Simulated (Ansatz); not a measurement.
NbSiB in space group Cmcm (No. 63; Si on 4c, B on 4c, Nb on 4c) under volume change, the program Ansatz at the r²SCAN level (PAW), shape and atoms relaxed at each volume.

```tsv
V (Å³/atom)	E − E(relaxed) (meV/atom)	P (GPa)
10.668	80.3	26.49
11.020	33.7	16.22
11.371	8.0	7.46
11.723	0.0	0.00
12.075	7.2	-6.35
12.426	27.2	-11.73
12.778	58.0	-16.27
```

Q: What does a third-order Birch–Murnaghan fit give for V₀, B₀ and B′?

A: V₀ = 11.72 Å³/atom, B₀ = 228 GPa, B′ = 4.4.

The start of the workflow was typed in or built on a structure type; neither database checked (COD, Materials Project) lists it. Whether it is the stable phase at ambient conditions was not checked. Symmetry was held in the r²SCAN relaxation; its stability against distortions is not shown here. The run is not spin-polarised.

Potentials: the later of the program's two PAW sets.
